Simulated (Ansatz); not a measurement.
One starting cell of Te2Mo (a generated trial cell of Te2Mo in the AFLOW prototype AB2_hP12_194_f_ah (C14, as in MgZn2)) was relaxed twice with Ansatz (plane waves, PAW, scalar-relativistic): with r2SCAN at 500 eV and with PBE at 420 eV. The r2SCAN result:

```xyz
12
Lattice="5.8561 0.0000 0.0000 -2.9281 5.0716 0.0000 0.0000 0.0000 11.4991" Properties=species:S:1:pos:R:3 pbc="T T T"
Mo     0.0000     3.3810    10.7395
Mo     2.9281     1.6905     4.9900
Mo     2.9281     1.6905     0.7596
Mo     0.0000     3.3810     6.5092
Te     0.0000     0.0000     0.0000
Te     0.0000     0.0000     5.7496
Te     4.3798     0.8524     2.8748
Te     1.4517     4.2192     8.6244
Te     2.9281     3.3668     2.8748
Te    -1.4517     4.2192     8.6244
Te     1.4764     0.8524     2.8748
Te     0.0000     1.7048     8.6244
```

```
quantity                           r2SCAN      PBE
--------------------------------  -------  -------
space group                       P6₃/mmc  P6₃/mmc
volume (Å³/atom)                    28.46      [?]
a (Å)                               5.856      [?]
c (Å)                              11.499      [?]
gap (eV, no spin-orbit coupling)     0.00      [?]
```

### Question
Fill in the PBE column.

### Answer

- volume (Å³/atom), PBE: 28.46
- a (Å), PBE: 5.888
- c (Å), PBE: 11.373
- gap (eV, no spin-orbit coupling), PBE: 0.00

Both levels end in the same structure; PBE's volume is within 0.5 % of r2SCAN's. Neither column is exact.

No spin polarisation in the result. A magnetic state may lie lower.

The run could not lose the symmetry of its start.

The first start was generated by placing the elements on the sites of a structure type. A measured structure of Te2Mo has the same space group, P6₃/mmc (No. 194); the sites were not compared with it.

Ansatz is a program for electronic structure.
